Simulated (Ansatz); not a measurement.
FeLi2Nb4O12:
```cif
data_FeLi2Nb4O12
_chemical_formula_sum 'Fe1 Li2 Nb4 O12'
_space_group_name_H-M_alt 'P 1'
_space_group_IT_number 1
_cell_length_a 5.17689
_cell_length_b 9.16589
_cell_length_c 5.51529
_cell_angle_alpha 70.509
_cell_angle_beta 62.074
_cell_angle_gamma 73.601
loop_
_space_group_symop_operation_xyz
  'x, y, z'
loop_
_atom_site_label
_atom_site_type_symbol
_atom_site_fract_x
_atom_site_fract_y
_atom_site_fract_z
_atom_site_occupancy
Fe1 Fe 0.81214 0.40141 0.97462 1
Li1 Li 0.32964 0.88421 0.45546 1
Li2 Li 0.08309 0.63965 0.19602 1
Nb1 Nb 0.25897 0.23548 0.25496 1
Nb2 Nb 0.74986 0.75990 0.73784 1
Nb3 Nb 0.50997 0.49649 0.49789 1
Nb4 Nb 0.99711 0.00207 0.99659 1
O1 O 0.46568 0.31328 0.37388 1
O2 O 0.96947 0.80706 0.88577 1
O3 O 0.96328 0.42596 0.25053 1
O4 O 0.44541 0.92260 0.76987 1
O5 O 0.57960 0.05208 0.14638 1
O6 O 0.09069 0.55006 0.63662 1
O7 O 0.04457 0.10703 0.58576 1
O8 O 0.53564 0.61283 0.07159 1
O9 O 0.54248 0.36800 0.83155 1
O10 O 0.03107 0.86036 0.32800 1
O11 O 0.07466 0.18632 0.01914 1
O12 O 0.60724 0.67835 0.50324 1
```
Starting moments (μB, in the order of the atoms Fe Li Li Nb Nb Nb Nb O O O O O O O O O O O O): 3.6 0.0 0.0 0.0 0.0 0.0 0.0 0.0 0.0 0.0 0.0 0.0 0.0 0.0 0.0 0.0 0.0 0.0 0.0.

Relaxed with r²SCAN.

**Question.** Which orbitals make up the states near the band edges in r²SCAN in the plane-wave PAW code Ansatz?

**Answer.** Top 1 eV of the valence band: Fe 3d 75 %, Nb 4d 12 %, O 2p 10 %. Bottom 1 eV of the conduction band: Nb 4d 64 %, Fe 3d 17 %, O 2p 15 %. Projections are on Löwdin-orthogonalised atomic valence shells; empty p or d shells of many metals are not among them.

**Question.** Tabulate the density of states.

**Answer.** States/eV per cell of 19 atoms, in 0.25 eV bins, energy from the valence-band maximum.

| E (eV) | total | O 2p | Nb 4d | Fe 3d |
|---|---|---|---|---|
| -7.90 | 11.94 | 7.45 | 3.62 | 0.20 |
| -7.65 | 13.48 | 8.63 | 3.90 | 0.30 |
| -7.40 | 14.08 | 9.26 | 3.66 | 0.41 |
| -7.15 | 14.49 | 9.63 | 3.54 | 0.61 |
| -6.90 | 13.79 | 9.24 | 3.07 | 0.83 |
| -6.65 | 13.40 | 9.20 | 2.73 | 0.82 |
| -6.40 | 13.39 | 9.43 | 2.54 | 0.74 |
| -6.15 | 12.80 | 9.15 | 2.26 | 0.78 |
| -5.90 | 13.42 | 9.73 | 2.16 | 0.88 |
| -5.65 | 13.47 | 10.09 | 2.07 | 0.67 |
| -5.40 | 13.60 | 10.53 | 1.85 | 0.60 |
| -5.15 | 11.70 | 9.26 | 1.30 | 0.59 |
| -4.90 | 12.52 | 10.14 | 1.14 | 0.66 |
| -4.65 | 14.67 | 12.11 | 1.11 | 0.82 |
| -4.40 | 17.07 | 14.39 | 1.11 | 0.93 |
| -4.15 | 18.55 | 15.88 | 1.04 | 1.01 |
| -3.90 | 22.37 | 19.67 | 1.01 | 1.02 |
| -3.65 | 24.32 | 21.82 | 0.76 | 1.13 |
| -3.40 | 20.10 | 18.08 | 0.43 | 1.19 |
| -3.15 | 6.48 | 5.10 | 0.10 | 1.16 |
| -2.90 | 0.00 | 0.00 | 0.00 | 0.00 |
| -2.65 | 0.03 | 0.01 | 0.00 | 0.02 |
| -2.40 | 3.97 | 1.11 | 0.10 | 2.71 |
| -2.15 | 0.25 | 0.11 | 0.02 | 0.12 |
| -1.90 | 4.32 | 1.95 | 0.28 | 1.96 |
| -1.65 | 3.42 | 1.67 | 0.16 | 1.49 |
| -1.40 | 0.00 | 0.00 | 0.00 | 0.00 |
| -1.15 | 0.00 | 0.00 | 0.00 | 0.00 |
| -0.90 | 0.00 | 0.00 | 0.00 | 0.00 |
| -0.65 | 0.00 | 0.00 | 0.00 | 0.00 |
| -0.40 | 0.48 | 0.05 | 0.07 | 0.35 |
| -0.15 | 3.49 | 0.35 | 0.41 | 2.63 |
| 0.10 | 0.03 | 0.00 | 0.00 | 0.03 |
| 0.35 | 0.00 | 0.00 | 0.00 | 0.00 |
| 0.60 | 1.68 | 0.17 | 1.07 | 0.40 |
| 0.85 | 11.75 | 1.37 | 7.17 | 2.83 |
| 1.10 | 11.58 | 1.69 | 7.21 | 2.22 |
| 1.35 | 12.06 | 2.14 | 7.99 | 1.37 |
| 1.60 | 11.27 | 2.23 | 7.36 | 1.17 |
| 1.85 | 11.59 | 2.63 | 7.69 | 0.63 |
| 2.10 | 12.45 | 3.02 | 8.09 | 0.50 |
| 2.35 | 13.86 | 3.59 | 8.72 | 0.52 |
| 2.60 | 14.29 | 3.96 | 8.53 | 0.61 |
| 2.85 | 7.09 | 1.86 | 3.02 | 1.67 |
| 3.10 | 3.49 | 0.68 | 0.53 | 2.11 |
| 3.35 | 0.89 | 0.18 | 0.13 | 0.53 |
| 3.60 | 0.00 | 0.00 | 0.00 | 0.00 |
| 3.85 | 0.00 | 0.00 | 0.00 | 0.00 |
| 4.10 | 0.00 | 0.00 | 0.00 | 0.00 |
| 4.35 | 0.11 | 0.01 | 0.01 | 0.00 |
| 4.60 | 2.13 | 0.26 | 0.92 | 0.00 |
| 4.85 | 8.68 | 1.39 | 4.89 | 0.03 |
| 5.10 | 8.82 | 1.52 | 4.81 | 0.03 |
| 5.35 | 6.75 | 1.26 | 3.54 | 0.02 |

Space group P1. The start of the workflow was typed in or built on a structure type; neither database checked (COD, Materials Project) lists it. Whether it is the stable phase at ambient conditions was not checked. The r²SCAN relaxation kept the symmetry of its start; whether a distortion lowers the energy is not shown. The final state is ferromagnetic, the only order run, not a proven ground state. Other orbital occupations within this spin state were not tried. No Hubbard U is applied. Scalar-relativistic: spin–orbit coupling is off unless named, which matters more the heavier the elements.

Potentials: the later of the program's two PAW sets.
